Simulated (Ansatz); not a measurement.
A generated cell, not matched to a known phase here, of TaCo: P-6m2 (No. 187), hP2; a = 3.390 Å, b = 3.390 Å, c = 3.056 Å, α = 90.00°, β = 90.00°, γ = 120.00°; Ta 1a (0.000, 0.000, 0.000); Co 1f (0.667, 0.333, 0.500). These are PBEsol (plane waves to 420 eV, PAW, scalar-relativistic; Ansatz, a first-principles code) values and carry that method's errors. Element references, the lowest calculated here: Co (P6₃/mmc, ferromagnetic), Ta (Im-3m).

Task: Predict the formation energy of this P-6m2 form of TaCo from the elements from PBEsol.

Result: 0.24 eV/atom.

A lower structure of this composition may exist.

Static energies, no anion corrections, no zero-point energy. Values are rounded to 0.01 eV/atom. Not shown to be the ambient phase of their composition (a lower form may be missing, and a cell relaxed within its start's symmetry can be a saddle point): TaCo (P-6m2). Spin-orbit coupling is missing from these energies, which matters for elements this heavy. The compounds carry no spin polarisation. A magnetic state may lie lower.
